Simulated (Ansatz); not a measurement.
**Coordination and 7Li quadrupole coupling in Li3YBr6**

Cell: a computed structure from the Materials Project (it need not be an observed phase).

Space group C2/c (No. 15); a = 6.9890, b = 11.9859, c = 13.4012 Å, β = 99.67°.

| site | Wyckoff | site symmetry | x | y | z |
| --- | --- | --- | --- | --- | --- |
| Li1 | 8f | 1 | 0.7596 | 0.9198 | 0.0005 |
| Li2 | 4e | 2 | 0.5000 | 0.5924 | 0.2500 |
| Y | 4d | -1 | 0.2500 | 0.7500 | 0.0000 |
| Br9 | 8f | 1 | 0.6219 | 0.7440 | 0.1191 |
| Br10 | 8f | 1 | 0.6354 | 0.0799 | 0.1210 |
| Br11 | 8f | 1 | 0.1203 | 0.9198 | 0.1188 |

One atom of each set is listed; the run and its k-mesh use a cell of 20 atoms with edges of 6.94, 6.94, 13.40 Å.

The numbers come from a DFT calculation in Ansatz (PBE, plane waves and PAW, scalar-relativistic, 420 eV cutoff, Γ-centred 5×5×2 k-points, Fermi–Dirac smearing 0.02 eV).

Q(7Li) = -40.10 mb.

(1) Order the Li environments from the weakest to the strongest quadrupole coupling.
A. Li1: 6 Br at 2.72–2.96 Å
B. Li2: 6 Br at 2.76–2.93 Å

Results:

(1) B (0.016 MHz, η = 0.81), A (0.033 MHz, η = 0.44).
